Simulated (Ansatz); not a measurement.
TiB2:
```
TiB2
1.0
    3.03179     0.00000     0.00000
   -1.51590     2.62561     0.00000
    0.00000     0.00000     3.22448
Ti B
1 2
Direct
  0.00000   0.00000   0.00000
  0.33333   0.66667   0.50000
  0.66667   0.33333   0.50000
```

Relaxed with PBE. Special points in fractions of this cell's reciprocal vectors: Γ (0.000, 0.000, 0.000); M (0.500, 0.000, 0.000); K (0.333, 0.333, 0.000); A (0.000, 0.000, 0.500); L (0.500, 0.000, 0.500); H (0.333, 0.333, 0.500).

Question: List the band energies nearest the Fermi level at these points for the program Ansatz at the PBE level (PAW).

Answer: In eV from the Fermi level; about four levels below and three above (degenerate sets whole), none deeper than 8.9 eV; points with the same levels are listed once.

```csv
k,below,above
Γ,-2.65 -2.65 -2.33 -2.13,1.87 1.87 3.64 3.64
M,-3.30 -3.24 -2.29,1.32 2.71 3.19
K,-8.35 -8.35 -7.37 -1.88 -1.88,1.35 1.35 1.96
A,-0.59 -0.59 -0.22 -0.22,0.41 0.41 1.64
L,-7.57 -4.68 -3.85 -3.18,2.47 2.90 4.45
H,-8.60 -8.60 -5.75 -3.19 -3.19,2.50 4.22 4.22
```

Space group P6/mmm. The cell was relaxed with PBE under the symmetry of its start. No spin polarisation was allowed.

Potentials: the earlier of the program's two PAW sets.
